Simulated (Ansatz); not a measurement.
The start is a relaxed Zr3Si cell shaken by Gaussian noise of σ = 0.08 Å a coordinate. Cell shape, volume and atoms are optimised at zero target pressure with r2SCAN (plane waves to 500 eV, PAW, scalar-relativistic; Ansatz, a first-principles code). The first steps use a coarse 5×5×5 k-mesh.

Starting cell:
```
CELL_PARAMETERS angstrom
      3.05838     1.76576     5.80196
     -3.05838     1.76576     5.80196
      0.00000    -3.53152     5.80196
ATOMIC_POSITIONS crystal
  Si 0.52921 0.50425 0.50180
  Si 0.00905 0.99684 0.00711
  Zr 0.54168 0.98351 0.24763
  Zr 0.24858 0.56639 0.95243
  Zr 0.96917 0.24526 0.57586
  Zr 0.43335 0.05567 0.75823
  Zr 0.74377 0.47456 0.04368
  Zr 0.05308 0.74966 0.44897
```

```yaml
energy_released: 0.31 eV/atom
volume_change: -9.5 %, from 23.50 to 21.27 Å³/atom
Shortest distances (start → end): "The closest pairs of elements (up to four, under 3.6 Å), start → end: Si–Zr 2.45 → 2.66 Å; Zr–Zr 3.07 → 2.82 Å"
optimiser_moves: 18
```

Final structure:

```cif
data_Si4Zr12
_chemical_formula_sum 'Si4 Zr12'
_space_group_name_H-M_alt 'Cc'
_space_group_IT_number 9
_space_group_name_Hall 'C -2yc'
_cell_length_a 9.56215
_cell_length_b 5.41473
_cell_length_c 7.03583
_cell_angle_alpha 90.000
_cell_angle_beta 110.885
_cell_angle_gamma 90.000
loop_
_atom_site_label
_atom_site_type_symbol
_atom_site_symmetry_multiplicity
_atom_site_Wyckoff_symbol
_atom_site_fract_x
_atom_site_fract_y
_atom_site_fract_z
_atom_site_occupancy
Si1 Si 4 a 0.31416 0.65870 0.03762 1
Zr1 Zr 4 a 0.09983 0.51082 0.18080 1
Zr2 Zr 4 a 0.31740 0.11912 0.20132 1
Zr3 Zr 4 a 0.03262 0.04320 0.40015 1
```
(The calculation used a cell of 8 atoms; values per cell refer to that cell.)

Final values are on a 10×10×7 k-mesh of the relaxed cell. No spin polarisation in the result.

The relaxed structure here is a generated cell of Zr3Si: the first start was made by placing the elements on the sites of a structure type, and the end was not matched to a known phase here, so it may be hypothetical.
